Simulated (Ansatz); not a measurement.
# SnSe: energy along a strain

SnSe, Fm-3m, a = 6.020 Å (as given, not relaxed at this level: -3.4 GPa). This isn't the usual stable structure of the compound. Ansatz: LDA, PAW, 420 eV, Γ-centred 8×8×8 mesh on 2 atoms, Gaussian smearing 0.05 eV; no spin polarisation. Cell vectors (Å): 0.000 3.010 3.010; 3.010 0.000 3.010; 3.010 3.010 0.000. The cell is strained by x per cent times the pattern (0 0 1 0 0 0) in the order xx yy zz yz xz xy (engineering shears), with fractional coordinates held. y is the free energy over the start, V0 = 27.271 Å³/atom.

| x (%) | y (meV/atom) |
| --- | --- |
| -4.00 | -3.78 |
| -3.00 | -6.88 |
| -2.00 | -7.07 |
| -1.00 | -4.67 |
| 0.00 | 0.00 |
| 1.00 | 6.67 |
| 2.00 | 15.09 |
| 3.00 | ? |
| 3.50 | 30.48 |
| 4.00 | 36.23 |

**Question.** Fit y = c1 x + c2 x² + c3 x³ to the other rows, get the stiffness along the pattern, and predict the missing energy.

**Answer.** Least squares on the rows shown. y = 5.7237 x + 1.0123 x² − 0.045139 x³. The clamped-ion stiffness p·C·p = 2 × 10.12 eV × 160.2 / 27.271 Å³ = 119 GPa, which is C33 in these axes (C11 of the cubic crystal) (second derivative at the start, which stands under stress). At x = 3.00 the fit asked for gives 25.06 meV/atom. The run gave 25.02 meV/atom, so the fit is 0.04 meV/atom too high, within twice the rms miss on the fitted rows (0.03 meV/atom).